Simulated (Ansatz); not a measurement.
This guess for FeNiC6N6 is about to be relaxed.

```cif
data_structure
_symmetry_space_group_name_H-M 'P 1'
_symmetry_Int_Tables_number 1
_cell_length_a 7.2344
_cell_length_b 7.2344
_cell_length_c 7.2344
_cell_angle_alpha 60.000
_cell_angle_beta 60.000
_cell_angle_gamma 60.000
_cell_volume 267.73
loop_
_atom_site_label
_atom_site_type_symbol
_atom_site_fract_x
_atom_site_fract_y
_atom_site_fract_z
_atom_site_occupancy
Fe1 Fe 0.00000 0.00000 0.00000 1
Ni1 Ni 0.50000 0.50000 0.50000 1
C1 C 0.81058 0.18942 0.18942 1
C2 C 0.18942 0.81058 0.18942 1
C3 C 0.18942 0.18942 0.81058 1
C4 C 0.18942 0.81058 0.81058 1
C5 C 0.81058 0.18942 0.81058 1
C6 C 0.81058 0.81058 0.18942 1
N1 N 0.69622 0.30378 0.30378 1
N2 N 0.30378 0.69622 0.30378 1
N3 N 0.30378 0.30378 0.69622 1
N4 N 0.30378 0.69622 0.69622 1
N5 N 0.69622 0.30378 0.69622 1
N6 N 0.69622 0.69622 0.30378 1
```

Theory: DFT PBE, scalar-relativistic, plane waves, PAW in Ansatz 0.2.0. Cutoff 420 eV, Gaussian smearing, Γ-centred meshes. Cell and atoms relax on a converged mesh. In metals the finer mesh still leaves noise of several meV/atom or more. The steps can't lower the symmetry of their start. Collinear spin, starting moments Fe 4.0; Ni 2.0 μB.

A guess keeps its type if space group and coordination stay and the shape of the cell changes little (axis ratios within about 15 %, angles within 6°); the volume may change.

Problem. Will the relaxed cell still be of the starting type?

Solution. It keeps its type. The symmetry stays Fm-3m (No. 225). The volume per atom shrinks by 7.7 %, from 19.1 to 17.6 Å³. The shortest distance stays 1.17 Å (C–N). Counting neighbours within 15 % of an atom's shortest distance, the start has C 1, Fe 6, N 1, Ni 6 and the end C 1, Fe 6, N 1, Ni 6.

The last run used collinear spin, an 8×8×8 mesh for its 14-atom cell and Gaussian smearing of 0.10 eV. Another magnetic order may lie lower. Symmetry constrained the relaxation, so the result can be a saddle point.
